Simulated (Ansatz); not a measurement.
B₂O₃:
```xyz
15
Lattice="4.2895 0.0000 0.0000 -2.1447 3.7148 0.0000 0.0000 0.0000 8.0525" Properties=species:S:1:pos:R:3 pbc="T T T"
B      1.9522     2.2458     6.2285
B      1.3685     0.5677     0.8602
B      3.1136     0.9013     3.5444
B      0.9689     2.8135     1.8240
B     -0.1926     1.4690     7.1923
B     -0.7763     3.1471     4.5081
O     -0.5048     2.0851     3.6911
O      0.5914     2.2351     6.3752
O     -0.0866     3.1094     1.0069
O      2.0581     0.6054     4.3614
O      1.6400     1.6297     1.6773
O      2.7361     1.4797     7.0456
O     -1.8286     3.1672     5.3683
O      0.3162     0.5476     0.0000
O      3.6572     0.0000     2.6842
```

x, y and z are the axes in which the lattice vectors are written.

Give the high-frequency dielectric tensor and the Born effective charge tensors of the independent atoms from DFPT, DFT-LDA in the program Ansatz with PAW potentials.


ε∞:
```
3.01  0.00  0.00
0.00  3.01  0.00
0.00  0.00  2.94
```
Z* of atom 1 (B), rows: field, columns: displacement, in e:
```
 3.18  -0.05   0.08
 0.17   2.06  -0.33
-0.29  -0.75   2.32
```
Z* of atom 7 (O), rows: field, columns: displacement, in e:
```
-1.16  -0.53   0.04
-0.45  -2.51  -0.50
 0.17  -0.70  -1.40
```
Z* of atom 13 (O), rows: field, columns: displacement, in e:
```
-1.75  -0.29   0.58
-0.29  -1.41   0.33
 0.89   0.52  -1.83
```

Space group P3_121. The workflow started from a Materials Project entry (that database holds measured and hypothetical structures alike); the Crystallography Open Database files this formula in space group No. 152, but the cells were not matched. Its standing as an ambient phase is unchecked. The cell was relaxed with LDA under the symmetry of its start; whether a distortion lowers the energy is not shown.

Potentials: the later of the program's two PAW sets.
